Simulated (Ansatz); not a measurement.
Relaxed-ion elastic tensor of LiTaO$_{3}$ in space group R3c (No. 161; Li on 6a, Ta on 6a, O on 18b) in GPa (Voigt order), plane-wave PAW LDA (Ansatz code); density 7.72 g/cm³, 10.15 Å³ per atom.

```json
[
 {"": "1", "1": "248", "2": "58.0", "3": "91.6", "4": "-13.1", "5": "0.0", "6": "0.0"},
 {"": "2", "1": "58.0", "2": "248", "3": "91.6", "4": "13.1", "5": "0.0", "6": "0.0"},
 {"": "3", "1": "91.6", "2": "91.6", "3": "290", "4": "0.0", "5": "0.0", "6": "0.0"},
 {"": "4", "1": "-13.1", "2": "13.1", "3": "0.0", "4": "103", "5": "0.0", "6": "0.0"},
 {"": "5", "1": "0.0", "2": "0.0", "3": "0.0", "4": "0.0", "5": "103", "6": "-13.1"},
 {"": "6", "1": "0.0", "2": "0.0", "3": "0.0", "4": "0.0", "5": "-13.1", "6": "95.0"}
]
```

Question: Is the crystal mechanically stable?

Answer: Yes: the smallest eigenvalue of C is 85.2 GPa.

Question: Work out the Voigt, Reuss and Hill averages.

Answer: K_V = 141, K_R = 138, K_H = 140; G_V = 96.4, G_R = 94.3, G_H = 95.3 GPa.

Question: Give Young's modulus, Poisson's ratio, Pugh's ratio and the universal anisotropy index.

Answer: E = 9KG/(3K + G) = 233 GPa; ν = 0.22; K/G = 1.47 (brittle by the Pugh limit of 1.75); A_U = 5G_V/G_R + K_V/K_R − 6 = 0.13.

Question: Estimate the sound speeds and the Debye temperature.

Answer: v_l = √((K + 4G/3)/ρ) = 5880 m/s, v_t = √(G/ρ) = 3510 m/s, mean 3890 m/s; Θ = (h/k)(3n/4πV)^(1/3) v_m = 535 K.

Question: Solve the Christoffel equation for the three sound speeds along x, y, z.

Answer: Eigenvalues of C_ijkl n_j n_l equal ρv² (piezoelectric stiffening left out). In km/s, slowest first: x 3.32, 3.82, 5.67; y 3.51, 3.63, 5.68; z 3.65, 3.65, 6.13.

Question: How much does each axis shrink under pressure?

Answer: Linear compressibilities β_i = Σ_j S_ij (j = 1 to 3): x 2.8, y 2.8, z 1.7 per TPa.

The cell was relaxed with LDA under the symmetry of its start. The run is not spin-polarised. Spin–orbit coupling is left out wherever it is not named.

Potentials: the later of the program's two PAW sets.
